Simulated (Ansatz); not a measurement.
The relaxed structure here is a generated cell of In: the first start was made by placing the elements on the sites of a structure type, and the end was not matched to a known phase here, so it may be hypothetical. Known forms of In include space group No. 139.

A relaxed cell of In (P6/mmm (No. 191)), relaxed on a k-mesh at least as fine as the one used below. Level of theory: r2SCAN (plane waves to 500 eV, PAW, scalar-relativistic; Ansatz, a first-principles code). Γ-centred k-mesh 8×4×11 on the run's cell (coarser than for final values), Fermi–Dirac smearing 0.05 eV.

```yaml
crystal:
  lattice:
    - [5.00940, 0.00000, 0.00000]
    - [-5.00940, 8.67654, 0.00000]
    - [0.00000, 0.00000, 3.08423]
  atoms:
    - { symbol: In, position: [0.33333, 0.33333, 0.00000] }
    - { symbol: In, position: [0.33333, 0.83333, 0.00000] }
    - { symbol: In, position: [0.66667, 0.16667, 0.00000] }
    - { symbol: In, position: [0.66667, 0.66667, 0.00000] }
```

The atoms are displaced by (Å):

```json
[
 {"atom": "In1", "ux": "0.041", "uy": "0.105", "uz": "-0.084"},
 {"atom": "In2", "ux": "-0.167", "uy": "-0.109", "uz": "-0.030"},
 {"atom": "In3", "ux": "-0.057", "uy": "0.067", "uz": "-0.002"},
 {"atom": "In4", "ux": "-0.107", "uy": "0.098", "uz": "-0.051"}
]
```

Task: What forces (eV/Å) and pressure result?

Result: 
```csv
atom,Fx,Fy,Fz
In1,-0.40,-0.06,-0.02
In2,0.45,0.71,0.02
In3,0.39,-0.34,0.01
In4,-0.43,-0.31,-0.01
```

Pressure +0.4 GPa.

Task: Estimate the energy cost of the displacement in the harmonic approximation and compare with the calculation.

Result: For a harmonic well ΔE = −½ Σ F·u = 0.101 eV a cell, or 25 meV/atom. The calculated energy relative to the undisplaced cell is +0.04 eV/atom, so the harmonic estimate holds well.

The undisplaced cell is probably no minimum: from this displacement the run went on to Immm (No. 71), 0.12 eV/atom below it.

No spin polarisation in the result.
